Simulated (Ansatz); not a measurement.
**Carriers in Te₂Mo (P6_3/mmc)**

```
CELL_PARAMETERS angstrom
3.47300 0.00000 0.00000
-1.73650 3.00771 0.00000
0.00000 0.00000 13.77545
ATOMIC_POSITIONS crystal
Te 0.33333 0.66667 0.61962
Te 0.66667 0.33333 0.11962
Te 0.33333 0.66667 0.88038
Te 0.66667 0.33333 0.38038
Mo 0.33333 0.66667 0.25000
Mo 0.66667 0.33333 0.75000
```

Computed, not measured; unless marked otherwise by LDA, all-electron LAPW in Ansatz 0.2.0, scalar-relativistic. k mesh 6×6×2, fixed occupations, basis error target 1 meV/atom. The cell was relaxed by PAW under this functional.

Extrema are searched on a 10×10×2 mesh and refined by Newton steps; masses come from band slopes 0.005 Å⁻¹ away, 1/m* = (1/ħ²) d²E/dk², negative for holes (the finite step makes the lightest masses up to about 3 % heavy). k is in units of the reciprocal vectors.

**Question.** Where are the band edges, and is the gap direct?

**Answer.** The valence maximum lies at Gamma (0.000, 0.000, 0.000) and the conduction minimum at (0.197, 0.197, 0.000), so the Kohn-Sham gap of 0.643 eV is indirect; the least direct gap on the mesh is 1.199 eV. A further valence extremum at K (0.333, 0.333, 0.000) lies 0.084 eV from the edge (2 equivalent points).

**Question.** What are the electron masses at the edge?

**Answer.** The principal masses are 0.353, 0.406, 0.661 mₑ. One valley has a density-of-states mass (m₁m₂m₃)^(1/3) = 0.456; 6 valleys give N^(2/3) times that, 1.51; the direction-averaged conductivity mass 3/Σ(1/mᵢ) is 0.441 mₑ.

**Question.** What are the hole masses at the edge?

**Answer.** The principal masses are 1.21, 1.21, 3.28 mₑ. One valley has a density-of-states mass (m₁m₂m₃)^(1/3) = 1.69; the direction-averaged conductivity mass 3/Σ(1/mᵢ) is 1.53 mₑ.

**Question.** Along the Cartesian direction y+z the conduction slope is 0.09462 eV·Å one step out. What is it four steps out, and what does that say?

**Answer.** 0.3772 eV·Å, 3.987 times the first; a parabola would give 4, so the band is nearly parabolic here.

**Question.** What gap does PAW give in the same cell?

**Answer.** 0.642 eV, -1 meV from the LAPW value.

Limits of these numbers: no spin-orbit coupling on heavy atoms; semilocal gaps are low, and what follows the gap (onsets, screening, light masses) shifts with it; no dispersion correction, so the spacing and stiffness between layers or molecules are poor; the k mesh misses the point K, so gaps read on it can be too wide; the frozen-core PAW files of the compared runs were fitted under PBE, their cores solved anew for this functional.
